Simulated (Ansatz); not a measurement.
# Profile along the Sr–Sr line in Sr (fcc, Cu type)

Sr (fcc, Cu type)

```
CELL_PARAMETERS angstrom
      0.00000     3.04995     3.04995
      3.04995     0.00000     3.04995
      3.04995     3.04995     0.00000
ATOMIC_POSITIONS crystal
  Sr 0.00000 0.00000 0.00000
```

Fields along a shortest Sr–Sr line of a {100} plane (4.31 Å), from Sr to Sr, interpolated on the slice's grid (step about 0.2 Å). These are r2SCAN (plane waves to 500 eV, PAW, scalar-relativistic; Ansatz, an electronic-structure program) values and carry that method's errors. k mesh 13×13×13. Inside the PAW spheres the values are not all-electron values, and peaks at nuclei hang on which shells count as valence. Sr was relaxed with its symmetry unable to fall.

```csv
distance from Sr (Å),valence electron density (e/Å³),electron localisation function
0.00,1.03,x
0.43,2.70,x
0.86,1.04,0.85
1.29,0.13,0.17
1.72,0.05,0.08
2.15,0.04,0.33
2.59,0.05,0.08
3.02,0.13,0.17
3.45,1.04,0.85
3.88,2.70,x
4.31,1.03,x
```

x: too close to a nucleus for the ELF to mean much.

Density on the Sr–Sr line (4.31 Å) at its midpoint: 0.04 e/Å³. ELF at that point: 0.33.
